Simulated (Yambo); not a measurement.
Yambo run on AlSb (zinc blende, space group F-43m, No. 216). The wavefunctions are PBE (stringent potentials; Quantum ESPRESSO, PseudoDojo norm-conserving, 100 Ry, no spin-orbit coupling) ones on a 4×4×4 mesh (13 occupied bands); a = b = c = 4.352 Å, α = β = γ = 60.00°.

Yambo input:

```
rim_cut
gw0
dyson
el_el_corr
HF_and_locXC
ppa
em1d
RandQpts= 1000000
RandGvec= 1 Ry
EXXRLvcs= 100 Ry
VXCRLvcs= 400 Ry
Chimod= "HARTREE"
% BndsRnXp
 5 | 256 |
%
NGsBlkXp= 9 Ry
% LongDrXp
 1.0 | 1.0 | 1.0 |
%
PPAPntXp= 27.2114 eV
% GbndRnge
 1 | 256 |
%
GTermKind= "BG"
DysSolver= "n"
ExtendOut
% QPkrange
 1 | 1 | 13 | 14 |
 7 | 7 | 14 | 14 |
%
```

k points by index: 1 = Γ, 7 = X.

The o-*.qp file then holds:

```
#    K-point    Band    Eo [eV]    E [eV]    E-Eo [eV]    Vxc [eV]    Vnlxc [eV]    Sc|Eo [eV]    Sc|E [eV]    dSc/dw|Eo [eV]    Re(Z)    Im(Z)
#
    1    13    0.000000    -0.660988    -0.660988    -12.06529    -13.53001    0.625149    0.803736    -7.351026    0.787308    -0.001571
    1    14    1.540179    1.659690    0.119511    -11.57936    -7.454330    -3.973280    -4.005518    -7.332280    0.787736    -0.001583
    7    14    1.238396    1.028130    -0.210266    -8.149107    -4.666453    -3.746011    -3.692920    -6.875120    0.798301    -0.001590
```
(The two width columns are left out.) Convergence of these settings isn't established.

Geometry relaxed with PBEsol.
